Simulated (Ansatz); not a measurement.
Relaxed PtS2 (CdI2 type):

```yaml
crystal:
  lattice:
    - [3.58366, 0.00000, 0.00000]
    - [-1.79183, 3.10354, 0.00000]
    - [0.00000, 0.00000, 4.65604]
  atoms:
    - { symbol: Pt, position: [0.00000, 0.00000, 0.00000] }
    - { symbol: S, position: [0.66667, 0.33333, 0.25904] }
    - { symbol: S, position: [0.33333, 0.66667, 0.74096] }
```

Scan: atom 2 (S, nearest neighbour Pt at 2.395 Å; its periodic images, 3.6 Å or more away, move with it) is displaced towards the nearest neighbour, direction (-0.748, -0.432, -0.504) in Cartesian axes, by s. The other atoms stay.

All values below come from PBE-D3(BJ) (plane waves to 420 eV, PAW, scalar-relativistic; Ansatz, a program for electronic structure). k mesh 12×12×8 (Γ-centred), Fermi-Dirac smearing 0.05 eV. The energy includes the smearing's −TS. With partly filled bands, energies and forces of such displacements shift with the k mesh and the smearing. At this level the bands of PtS2 touch or barely overlap; measurements give the solid a gap. PtS2 is run without spin polarisation. PtS2 was relaxed with its symmetry unable to fall. Spin-orbit coupling is left out, though Pt is heavy. The PAW data are Ansatz's earlier set. The zero of ΔE is the undisplaced structure.

Successive frames, forces in eV/Å:

| frame | ΔE (meV/cell) | F on Pt1 | F on S2 | F on S3 |
|---|---|---|---|---|
| s = -0.480 Å | 536 | (1.286, 0.742, 1.047) | (-0.857, -0.495, -0.936) | (-0.428, -0.247, -0.111) |
| s = -0.384 Å | 404 | (1.190, 0.687, 0.922) | (-0.947, -0.547, -0.938) | (-0.242, -0.140, 0.016) |
| s = -0.288 Å | 267 | (1.046, 0.604, 0.786) | (-0.980, -0.566, -0.892) | (-0.066, -0.038, 0.107) |
| s = -0.192 Å | 137 | (0.828, 0.478, 0.616) | (-0.861, -0.497, -0.740) | (0.033, 0.019, 0.124) |

Problem. What are the energy and the forces in the next frame, s = -0.096 Å?

Solution. ΔE (meV/cell) = 39.

```json
[
 {"atom": "Pt1", "Fx": "0.493", "Fy": "0.285", "Fz": "0.367"},
 {"atom": "S2", "Fx": "-0.540", "Fy": "-0.312", "Fz": "-0.447"},
 {"atom": "S3", "Fx": "0.047", "Fy": "0.027", "Fz": "0.080"}
]
```

(For displaced atoms, the force is minus the slope of the energy, and its curvature is a force constant, which sets phonon frequencies.)
